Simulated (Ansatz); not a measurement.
Cu2Ni3S2, a known structure type with other elements, at an estimated volume

```xyz
7
Lattice="4.9498 0.0000 0.0000 2.4238 4.3157 0.0000 2.4238 1.4186 4.0759" Properties=species:S:1:pos:R:3 pbc="T T T"
Cu    4.8987    2.8672    2.0379
S     2.1065    1.2329    0.8763
S     7.6910    4.5015    3.1996
Cu    0.0000    0.0000    0.0000
Ni    2.4238    2.8672    2.0379
Ni    3.6868    0.7093    2.0379
Ni    3.6868    2.1579    0.0000
```

Single point in Ansatz 0.2.0 with PBE, non-collinear spin. Cutoff 420 eV, PAW datasets, 5×5×5 Γ-centred k mesh, fermi-dirac filling (width 0.1 eV).

The state carries no moments; the state need not be the lowest.

Q: Give the Bader charges.

A: Bader charges in e: Cu +0.27 to +0.31, Ni +0.14, S -0.49. In the mean Cu gives up most and S takes most.

Q: Metal or insulator?

A: It is a metal, with about 4.7 states/eV a cell as the mean within 0.25 eV of the Fermi level, mostly Ni d (49 %), S p (25 %) and Cu d (15 %).

Q: What is the formation energy?

A: 0.05 eV an atom against the elements' usual phases (free molecules for gases, crystals otherwise, with no correction for O₂ or N₂), too near zero to call. Relaxing would lower it.

Q: Is the cell too large or too small?

A: The pressure is 19.5 GPa (compression positive), so with the atoms held at these fractions the cell would first expand; the forces are large, so a full relaxation may end otherwise. The principal stresses 18.5, 18.5, 21.5 GPa differ, so its shape would change too.

Origin: a known structure type with other elements, at an estimated volume, so it need not be a known compound. Caveats: the k mesh is coarse if the cell is a metal; atoms or cell far from equilibrium.
